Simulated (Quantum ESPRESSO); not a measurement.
```cif
data_Ba8Ca4O24Te4
_chemical_formula_sum 'O24 Ca4 Te4 Ba8'
_space_group_name_H-M_alt 'Fm-3m'
_space_group_IT_number 225
_space_group_name_Hall '-F 4 2 3'
_cell_length_a 8.50865
_cell_length_b 8.50865
_cell_length_c 8.50865
_cell_angle_alpha 90.000
_cell_angle_beta 90.000
_cell_angle_gamma 90.000
loop_
_atom_site_label
_atom_site_type_symbol
_atom_site_symmetry_multiplicity
_atom_site_Wyckoff_symbol
_atom_site_fract_x
_atom_site_fract_y
_atom_site_fract_z
_atom_site_occupancy
O1 O 24 e 0.00000 0.00000 0.27007 1
Ca1 Ca 4 a 0.00000 0.00000 0.00000 1
Te1 Te 4 b 0.50000 0.50000 0.50000 1
Ba1 Ba 8 c 0.25000 0.25000 0.25000 1
```
(The calculation used a cell of 10 atoms; values per cell refer to that cell.)

The geometry is that of Materials Project entry mp-550685, symmetrised and not relaxed again.

Problem. What does LDA (pw.x of Quantum ESPRESSO, ONCV potentials, scalar-relativistic) give for the electronic structure near the Fermi level?

Solution. The LDA gap is direct, 2.85 eV at Γ. Without spin-orbit coupling, band edges of such heavy elements can be off by tenths of an eV.
